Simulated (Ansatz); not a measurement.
Relaxed-ion elastic tensor of Ni (fcc (Cu type), Fm-3m) in GPa (Voigt order), plane-wave PAW r²SCAN (Ansatz code); density 9.25 g/cm³, 10.54 Å³ per atom.

```
308  173  173  0.0  0.0  0.0
173  308  173  0.0  0.0  0.0
173  173  308  0.0  0.0  0.0
0.0  0.0  0.0  146  0.0  0.0
0.0  0.0  0.0  0.0  146  0.0
0.0  0.0  0.0  0.0  0.0  146
```

Is the crystal mechanically stable?

Yes: the smallest eigenvalue of C is 135 GPa.

Work out the Voigt, Reuss and Hill averages.

K_V = 218, K_R = 218, K_H = 218; G_V = 114, G_R = 99.5, G_H = 107 GPa.

Give Young's modulus, Poisson's ratio, Pugh's ratio and the universal anisotropy index.

E = 9KG/(3K + G) = 276 GPa; ν = 0.29; K/G = 2.04 (ductile by the Pugh limit of 1.75); A_U = 5G_V/G_R + K_V/K_R − 6 = 0.74.

Estimate the sound speeds and the Debye temperature.

v_l = √((K + 4G/3)/ρ) = 6250 m/s, v_t = √(G/ρ) = 3400 m/s, mean 3790 m/s; Θ = (h/k)(3n/4πV)^(1/3) v_m = 515 K.

Give the Zener ratio and Young's modulus along [100], [110] and [111].

A = 2C44/(C11 − C12) = 2.16; 1/E = S11 − 2(S11 − S12 − S44/2)Γ with Γ = 0, 1/4, 1/3 gives 184, 289, 357 GPa.

Solve the Christoffel equation for the three sound speeds along [100], [110], [111].

Eigenvalues of C_ijkl n_j n_l equal ρv². In km/s, slowest first: [100] 3.97, 3.97, 5.77; [110] 2.70, 3.97, 6.46; [111] 3.18, 3.18, 6.68.

The r²SCAN relaxation kept the symmetry of its start. Spin order of the final state: ferromagnetic, chosen from 3 collinear starts compared on coarse meshes (ties went to the first, and starts can fall back to one state), not a proven ground state. Textbook magnetic order: ferromagnetic. Other orbital occupations within this spin state were not tried. As this level gives no gap, shear constants depend on the k-mesh and smearing (Fermi–Dirac, 0.1 eV here).

Potentials: the earlier of the program's two PAW sets.
